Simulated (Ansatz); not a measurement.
CuI:
```yaml
crystal:
  lattice:
    - [3.95764, 0.00000, 0.00000]
    - [0.00000, 3.95764, 0.00000]
    - [0.00000, 0.00000, 6.18018]
  atoms:
    - { symbol: Cu, position: [0.00000, 0.00000, 0.50000] }
    - { symbol: Cu, position: [0.50000, 0.50000, 0.50000] }
    - { symbol: I, position: [0.00000, 0.50000, 0.77103] }
    - { symbol: I, position: [0.50000, 0.00000, 0.22897] }
```

x, y and z are the axes in which the lattice vectors are written.

### Question
Give the high-frequency dielectric tensor and the Born effective charge tensors of the independent atoms from DFPT, LDA (plane waves, PAW; program Ansatz).

### Answer

ε∞:
```
6.79  0.00  0.00
0.00  6.79  0.00
0.00  0.00  6.29
```
Z* of atom 1 (Cu), rows: field, columns: displacement, in e:
```
0.99  0.00  0.00
0.00  0.99  0.00
0.00  0.00  0.81
```
Z* of atom 3 (I), rows: field, columns: displacement, in e:
```
-0.99   0.00   0.00
 0.00  -0.99   0.00
 0.00   0.00  -0.81
```

Space group P4/nmm. The cell is a constructed one: a structure type filled with these elements; the Crystallography Open Database copy checked does not list it. It is not the phase usual at ambient conditions (space group No. 216). The cell was relaxed with LDA under the symmetry of its start; phonons show weakly imaginary modes. No spin polarisation was allowed. A crystal of weakly bound layers computed without a dispersion correction: the cell and the soft elastic constants depend strongly on that. Scalar-relativistic: spin–orbit coupling is off unless named, which matters more the heavier the elements.

Potentials: the later of the program's two PAW sets.
